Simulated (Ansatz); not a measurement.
BaMgF4:
```
CELL_PARAMETERS angstrom
      2.07239    -7.18373     0.00000
      2.07239     7.18373     0.00000
      0.00000     0.00000     5.71943
ATOMIC_POSITIONS crystal
  Ba 0.14737 0.85263 0.25000
  Ba 0.85263 0.14737 0.75000
  Mg 0.59108 0.40892 0.75000
  Mg 0.40892 0.59108 0.25000
  F  0.68709 0.31291 0.50927
  F  0.31291 0.68709 0.49073
  F  0.31291 0.68709 0.00927
  F  0.68709 0.31291 0.99073
  F  0.50000 0.50000 0.50000
  F  0.50000 0.50000 0.00000
  F  0.08758 0.91242 0.75000
  F  0.91242 0.08758 0.25000
```

Relaxed with PBEsol. Special points in fractions of this cell's reciprocal vectors: Γ (0.000, 0.000, 0.000); Y (-0.500, 0.500, 0.000); C0 (-0.271, 0.729, 0.000); Σ0 (0.271, 0.271, 0.000); Z (0.000, 0.000, 0.500); A0 (0.271, 0.271, 0.500); E0 (-0.271, 0.729, 0.500); T (-0.500, 0.500, 0.500); S (0.000, 0.500, 0.000); R (0.000, 0.500, 0.500).

Task: List the band energies nearest the valence-band maximum at these points for DFT-PBEsol in the program Ansatz with PAW potentials.

Result: In eV from the valence-band maximum; about four levels below and three above (degenerate sets whole), none deeper than 8.9 eV; points with the same levels are listed once.

```csv
k,below,above
Γ,-0.28 -0.15 -0.05 -0.04,7.06 8.51 8.63
Y,-0.32 -0.25 -0.19 -0.15,8.07 8.38 8.67
C0,-0.29 -0.14 -0.10 -0.02,8.09 8.70 9.05
Z,-0.33 -0.33 -0.20 -0.20,8.34 8.34 8.93 8.93
A0,-0.31 -0.31 -0.02 -0.02,8.57 8.57 9.13 9.13
T,-0.31 -0.31 -0.31 -0.31,8.32 8.32 9.28 9.28
S,-0.31 -0.22 -0.06 0.00,8.06 8.75 8.95
R,-0.27 -0.27 -0.02 -0.02,8.56 8.56 9.13 9.13
```

Space group Cmcm. The workflow started from a Materials Project entry (that database holds measured and hypothetical structures alike); the Crystallography Open Database copy checked does not list it. COD files the formula under space group No. 36. Whether it is the stable phase at ambient conditions was not checked. The cell was relaxed with PBEsol under the symmetry of its start. At this level the phase is dynamically unstable (imaginary phonons). Spin–orbit coupling is left out wherever it is not named.

Potentials: the earlier of the program's two PAW sets. The files were generated under PBE; for other functionals the program regenerates the frozen cores, and for LDA and PBEsol the local potential too.
